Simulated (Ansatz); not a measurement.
**What DFT gives for KLaPdO3**

```
La Pd K O
1.0
     6.79552    2.01691    0.00000
     6.79552   -2.01691    0.00000
     2.03200    0.00000   -7.25631
La Pd K O
2 2 2 6
Direct
  0.65026 0.65026 0.91728
  0.34974 0.34974 0.08272
  0.00608 0.00608 0.22541
  0.99392 0.99392 0.77459
  0.35744 0.35744 0.56520
  0.64256 0.64256 0.43480
  0.83450 0.83450 0.86420
  0.16550 0.16550 0.13580
  0.49410 0.49410 0.79700
  0.50590 0.50590 0.20300
  0.15100 0.15100 0.71380
  0.84900 0.84900 0.28620
```

Level: r2SCAN, no spin polarisation; 500 eV; 6×6×3 Γ-centred mesh; fermi-dirac occupations (width 0.1 eV); Ansatz 0.2.0, fixed geometry.

(1) What is the character of the valence top and the conduction bottom?

(2) Where is the largest force?

(3) Is the cell too large or too small?

(4) Is there a gap, and of what kind?

(5) How is the charge shared?

Origin: a database entry at a rescaled volume. Caveats: f levels without a U or exact exchange are poorly placed.

Answers

(1) Within 0.7 eV of the edges, the states project mainly on Pd d (47 %) and O p (47 %) below the gap and on Pd d (54 %) and O p (29 %) above it.

(2) The largest is on O9 (and as large on other atoms): 0.36 eV/Å, components (0.07, 0.00, -0.36). It makes 95° with the line to a nearest neighbour, Pd4 at 2.02 Å.

(3) The pressure is -3.8 GPa (compression positive), so with the atoms held at these fractions the cell would first shrink. The principal stresses -4.8, -3.8, -2.7 GPa differ, so its shape would change too.

(4) The gap is 0.59 eV, indirect (the least direct gap found is 1.04 eV). A semilocal functional usually gives too small a gap.

(5) Bader charges in e: K +0.83, La +2.10, Pd +0.75, O -1.27 to -1.16. In the mean La gives up most and O takes most.
